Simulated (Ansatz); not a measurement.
**Two states of Ba₂CuWO₆**

```yaml
crystal:
  lattice:
    - [-2.81643, 2.81643, 4.37143]
    - [2.81643, -2.81643, 4.37143]
    - [2.81643, 2.81643, -4.37143]
  atoms:
    - { symbol: Ba, position: [0.75000, 0.25000, 0.50000] }
    - { symbol: Ba, position: [0.25000, 0.75000, 0.50000] }
    - { symbol: Cu, position: [0.00000, 0.00000, 0.00000] }
    - { symbol: W, position: [0.50000, 0.50000, 0.00000] }
    - { symbol: O, position: [0.23800, 0.27200, 0.51000] }
    - { symbol: O, position: [0.27200, 0.76200, 0.03400] }
    - { symbol: O, position: [0.76200, 0.72800, 0.49000] }
    - { symbol: O, position: [0.72800, 0.23800, 0.96600] }
    - { symbol: O, position: [0.28000, 0.28000, 0.00000] }
    - { symbol: O, position: [0.72000, 0.72000, 0.00000] }
```

Single point in Ansatz 0.2.0 with PBEsol, with U_eff = 3.13 eV on Cu d, U_eff = 2.84 eV on W d (all-electron-ortho-atomic projectors). Cutoff 420 eV, PAW datasets, 5×5×5 Γ-centred k mesh, fermi-dirac filling (width 0.1 eV).

State A: no moments (no spin polarisation). State B: Cu3 up (collinear spin).

Task: Compare the two self-consistent states.

Result: State B is lower by 23.9 meV an atom at zero smearing; in free energy at this smearing B lies -20.8 meV an atom from A.

| state | free energy (meV/atom) | largest moment in a small sphere (μB) | net moment (μB/cell) | gap on mesh (eV) | pressure (GPa) | largest force (eV/Å) |
| --- | --- | --- | --- | --- | --- | --- |
| A | 20.8 | 0.00 | 0.00 | metal | -6.5 | 0.37 |
| B | 0.0 | 0.64 | 0.98 | 0.38 | -6.7 | 0.30 |

Origin: a database entry at a rescaled volume. Caveats: an odd or shifted mesh can miss the band edges, so this level's true gap may be smaller; no spin-orbit coupling, which can shift this gap by tenths of an eV; odd electron count without spin polarisation, so a magnetic state may lie lower; the k mesh is coarse if the cell is a metal.
